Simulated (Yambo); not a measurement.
TlAlF4: sweep of GW parameters

G0W0@LDA for TlAlF$_{4}$ (space group P4/mmm, No. 123) in Yambo. Reference settings: 4×4×2 Γ-centred k mesh, 160 bands and a 8 Ry block in the screening, 160 bands in G with the Bruneval-Gonze terminator, plasmon pole fitted at 27.2 eV. The LDA gap R → X on this mesh is 4.11 eV; G0W0 gaps are taken between the same points.

```
change from the reference                                  G0W0 gap R → X (eV)  shift of the valence edge (eV)        rough Yambo cost
---------------------------------------------------------  -------------------  ------------------------------  ----------------------
reference settings                                                        6.96                           -1.85                       1
63 bands in W, 63 bands in G                                              6.99                           -1.65               about 1/3
exchange cut at 40 Ry                                                     6.88                           -1.76                       –
41 bands in W, 41 bands in G, 2 Ry block                                  7.40                           -2.01               about 1/7
63 bands in W, 63 bands in G, 5 Ry block                                  7.01                           -1.71               about 1/3
63 bands in W, 63 bands in G, 6 Ry block                                  6.99                           -1.67               about 1/3
91 bands in W, 91 bands in G, 3 Ry block                                  7.05                           -1.96               about 1/2
91 bands in W, 91 bands in G, 2 Ry block                                  7.14                           -2.08  within a factor of two
2 Ry block                                                                7.12                           -2.13  within a factor of two
6 Ry block                                                                6.94                           -1.85  within a factor of two
63 bands in W, 63 bands in G, 3 Ry block, no terminator                   7.10                           -1.76               about 1/4
125 bands in W, 125 bands in G, 3 Ry block, no terminator                 7.02                           -1.94  within a factor of two
3 Ry block, no terminator                                                 7.01                           -1.98  within a factor of two
125 bands in W, 125 bands in G, no terminator                             6.88                           -1.62  within a factor of two
no terminator                                                             6.88                           -1.69  within a factor of two
```

The reference isn't shown to be the converged limit. Costs are rough (shared machines), scaled to the same edge states, and given only for runs that recompute the screening.

Spin-orbit coupling is left out; with 6p states at a band edge it can lower the gap by many tenths of an eV, most of a small gap.

The standard potential for Tl keeps a d shell in the valence without the s and p states of that shell. In tests on such compounds this moved G0W0 gaps by up to about 0.9 eV, so absolute quasiparticle energies here are unreliable; differences between settings are what counts.

Geometry of the Materials Project entry, not relaxed at this level; primitive cell a = 3.636 Å, b = 3.636 Å, c = 6.306 Å, α = 90.00°, β = 90.00°, γ = 90.00°.

A shift is the quasiparticle energy of the state minus its LDA energy.
